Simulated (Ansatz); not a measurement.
## Ansatz 0.2.0, settings compared: KZr$_{4}$As$_{3}$

Run with:

```bash
ansatz run input.yaml --threads 1 --pin off --max-ram 2560MiB --backend cpu --events-out ev --progress --plain --runs-dir out
```

input.yaml:

```yaml
crystal:
  lattice:
    - [2.153291, 3.729604, 0.0]
    - [-2.153291, 3.729604, 0.0]
    - [0.0, -2.486403, 11.528781]
  atoms:
    - { symbol: Zr, position: [0.08918, 0.08918, 0.26754] }
    - { symbol: Zr, position: [0.91082, 0.91082, 0.73246] }
    - { symbol: Zr, position: [0.30141, 0.30141, 0.90423] }
    - { symbol: Zr, position: [0.69859, 0.69859, 0.09577] }
    - { symbol: As, position: [0.22775, 0.22775, 0.68325] }
    - { symbol: As, position: [0.77225, 0.77225, 0.31675] }
    - { symbol: As, position: [0.0, 0.0, 0.0] }
    - { symbol: K, position: [0.5, 0.5, 0.5] }
  symmetry: { tolerance: 0.0003 }
kpoints:
  mp_grid: { grid: [5, 5, 5], shift: [0, 0, 0] }
magnetization:
  spin_polarized: false
scf:
  occupations: { method: fermi_dirac }
hamiltonian:
  pseudopotentials: { kind: paw }
  xc: pbesol
basis:
  ecutwfc: 420
output:
  forces: true
  stress: true
  eigenvalues: true
relax:
  max_steps: 40
  cell: {}
```

Origin of the cell: a known structure type with other elements, at an estimated volume, so it need not be a known compound.

The smearing width isn't typed, so it takes its default of 0.1 eV.

Output of this run (shortened):

```
SCF iter   1: F=—  HF=-32473.496566 eV  Δρ=5.36e-3  dr2=9.98e-2
SCF iter   2: F=—  HF=-32473.484549 eV  Δρ=3.31e-3  dr2=4.46e-2
SCF iter   3: F=—  HF=-32473.477066 eV  Δρ=6.67e-4  dr2=2.00e-3
SCF iter   4: F=—  HF=-32473.476894 eV  Δρ=3.08e-4  dr2=5.21e-4
SCF iter   5: F=—  HF=-32473.476794 eV  Δρ=1.61e-4  dr2=1.72e-4
SCF iter   6: F=—  HF=-32473.476765 eV  Δρ=7.35e-5  dr2=4.38e-5
SCF iter   7: F=—  HF=-32473.476440 eV  Δρ=2.31e-5  dr2=5.02e-6
SCF iter   8: F=—  HF=-32473.476440 eV  Δρ=7.97e-6  dr2=3.66e-7
SCF iter   9: F=-32473.476440 eV  HF=-32473.476440 eV  Δρ=4.83e-6  dr2=6.60e-8
relax step   1: F+E_penalty+E_count = -32473.476440 eV  Δ(F+E_penalty+E_count) = +0.000e0 eV  max|allowed force component| = 2.036e0 eV/Å  Δτ_max = 0.0000 Å  P = +5.911 GPa  Ω = 185.173 Å³  ( […]
relax step   2: F+E_penalty+E_count = -32474.515340 eV  Δ(F+E_penalty+E_count) = -1.039e0 eV  max|allowed force component| = 9.233e-1 eV/Å  Δτ_max = 0.1946 Å  P = +0.301 GPa  Ω = 192.788 Å³ […]
relax step   3: F+E_penalty+E_count = -32474.659754 eV  Δ(F+E_penalty+E_count) = -1.444e-1 eV  max|allowed force component| = 5.292e-1 eV/Å  Δτ_max = 0.0973 Å  P = +0.256 GPa  Ω = 195.662 Å³ […]
relax step   4: F+E_penalty+E_count = -32474.722435 eV  Δ(F+E_penalty+E_count) = -6.268e-2 eV  max|allowed force component| = 3.486e-2 eV/Å  Δτ_max = 0.1229 Å  P = -0.473 GPa  Ω = 201.525 Å³ […]
relax step   5: F+E_penalty+E_count = -32474.724673 eV  Δ(F+E_penalty+E_count) = -2.237e-3 eV  max|allowed force component| = 3.408e-2 eV/Å  Δτ_max = 0.0132 Å  P = +0.001 GPa  Ω = 199.858 Å³ […]
relax step   6: F+E_penalty+E_count = -32474.724792 eV  Δ(F+E_penalty+E_count) = -1.195e-4 eV  max|allowed force component| = 3.208e-2 eV/Å  Δτ_max = 0.0109 Å  P = +0.101 GPa  Ω = 199.998 Å³ […]
relax step   7: F+E_penalty+E_count = -32474.724984 eV  Δ(F+E_penalty+E_count) = -1.912e-4 eV  max|allowed force component| = 7.466e-3 eV/Å  Δτ_max = 0.0037 Å  P = +0.004 GPa  Ω = 200.096 Å³ […]
relax step   8: F+E_penalty+E_count = -32474.727225 eV  Δ(F+E_penalty+E_count) = -2.242e-3 eV  max|allowed force component| = 7.240e-3 eV/Å  Δτ_max = 0.0000 Å  P = +0.014 GPa  Ω = 200.096 Å³  stress off target by 1.93e-2 GPa […]
SCF 8 converged in 6 iterations: F = -32474.727225 eV  dr2 = 4.17e-11
basis re-selected at this cell: Δ(F+E_penalty+E_count) = -2.242e-3 eV, ΔP = +0.010 GPa vs the last step (what re-selecting the basis moved, of the pressure what is left beyond the Pulay corre […]
SCF converged after 6 iterations
Free energy (F): -32474.727225 eV
Harris-Foulkes:  -32474.727225 eV  (|F-HF|=3.64e-11)
Internal energy: -32474.505685 eV  (E = F + TS)
E sigma→0 (E₀):  -32474.616455 eV
Entropy (-TS):   -0.221540 eV (-27.692 meV/atom)
Fermi energy:    10.531517 eV
--- Per-component energies (eV) ---
  E_band       = -1295.824733
  E_kinetic    = 1906.137822
  E_local      = -11407.836183  (includes V_loc(G=0)·N_el)
  E_nonlocal   = -1661.312578
  E_hartree    = 5350.581874
  E_xc         = -1014.464838
  E_vxc        = -1167.118508  (∫ρ·V_xc dr)
  E_paw        = -17744.273528  (= ΣΔE_a)
  E_vpaw       = 333.141133  (= ΣTr[D̂ρ^β])
  E_aug_tail   = 0.000117  (compensation charges beyond the density's cutoff)
  E_ewald      = -7907.008425
  E_core_change = 3.670053  (= ΣΔE_core)
  E_smearing   = -0.221540  (= −TS)
  Σ components = -32474.727225   (vs F -32474.727225, Δ=0.00e0)
--- Forces (eV/Å), atoms counted from 1 ---
  atom   1  Zr    -0.000000    -0.000000     0.000538
  atom   2  Zr     0.000000     0.000000    -0.000538
  atom   3  Zr    -0.000000    -0.000000     0.007240
  atom   4  Zr     0.000000     0.000000    -0.007240
  atom   5  As    -0.000000     0.000000    -0.002590
  atom   6  As     0.000000    -0.000000     0.002590
  atom   7  As    -0.000000     0.000000     0.000000
  atom   8  K     -0.000000    -0.000000     0.000000
  max |Σ_I F_I| component: 5.54e-17 eV/Å
--- Stress (GPa, compression-positive) ---
        0.011392      -0.000000       0.000000
       -0.000000       0.011392      -0.000000
        0.000000      -0.000000       0.019306
  P = ⅓ Tr σ = 0.0140 GPa (0.140 kbar)
--- Relaxed structure (7 steps of the walk, 7 accepted, 1 SCFs on fresh bases) ---
  F+E_penalty+E_count = -32474.727225 eV   max|allowed force component| = 7.240e-3 eV/Å   (the final SCF, on the basis selected at the relaxed cell)
  cell:  # Å, volume = 200.0956 Å³
    - [2.184473, 3.783619, 5.469e-8]
    - [-2.184473, 3.783619, 5.469e-8]
    - [0.0, -2.522413, 12.104684]
  atoms:
    - { symbol: Zr, position: [0.077313, 0.077313, 0.231940] }
    - { symbol: Zr, position: [0.922687, 0.922687, 0.768060] }
    - { symbol: Zr, position: [0.307470, 0.307470, 0.922411] }
    - { symbol: Zr, position: [0.692530, 0.692530, 0.077589] }
    - { symbol: As, position: [0.230534, 0.230534, 0.691601] }
    - { symbol: As, position: [0.769466, 0.769466, 0.308399] }
    - { symbol: As, position: [0.0, 0.0, -1.316e-19] }
    - { symbol: K, position: [0.5, 0.5, 0.500000] }
```

The same input was run again with these changes:

1. `scf.convergence.dr2_threshold` default → 0.0001
2. `scf.occupations.method` fermi_dirac → methfessel_paxton; `scf.occupations.width` default → 0.3; `hamiltonian.xc` pbesol → pbe
3. `scf.algorithm` default → density_mixing
4. `scf.lower_state_search` default → "off"

```json
{"run": "base", "end": "converged", "SCF iterations": "52", "volume (Å³/atom)": "25.01", "max force component (eV/Å)": "0.007", "moment (μB)": "–", "ΔE(σ→0) (meV/atom)": "0"}
{"run": "1", "end": "converged", "SCF iterations": "35", "volume (Å³/atom)": "25.01", "max force component (eV/Å)": "0.005", "moment (μB)": "–", "ΔE(σ→0) (meV/atom)": "0.00"}
{"run": "2", "end": "converged", "SCF iterations": "65", "volume (Å³/atom)": "26.03", "max force component (eV/Å)": "0.001", "moment (μB)": "–", "ΔE(σ→0) (meV/atom)": "–"}
{"run": "3", "end": "converged", "SCF iterations": "52", "volume (Å³/atom)": "25.01", "max force component (eV/Å)": "0.007", "moment (μB)": "–", "ΔE(σ→0) (meV/atom)": "0.00"}
{"run": "4", "end": "converged", "SCF iterations": "52", "volume (Å³/atom)": "25.01", "max force component (eV/Å)": "0.007", "moment (μB)": "–", "ΔE(σ→0) (meV/atom)": "0.00"}
```

Energies are compared only where functional, datasets, charge and starting cell are the same.

Not properties of the system: run 2 (too coarse or loose: `scf.occupations.width` = 0.3).

Caveats of the base run: no moments, though an odd count or open d shells may carry them; the k mesh is coarse if the cell is a metal; the relaxation held the start's symmetry, so the end may be a saddle point.

Run 1: the SCF threshold is loose for forces; the printed levels are not confirmed.
Run 2: wide smearing.

The base run ran for 110 s on 1 thread of Arm Neoverse V2, with other jobs on the host, peak memory 0.56 GiB, from the program's own first density.
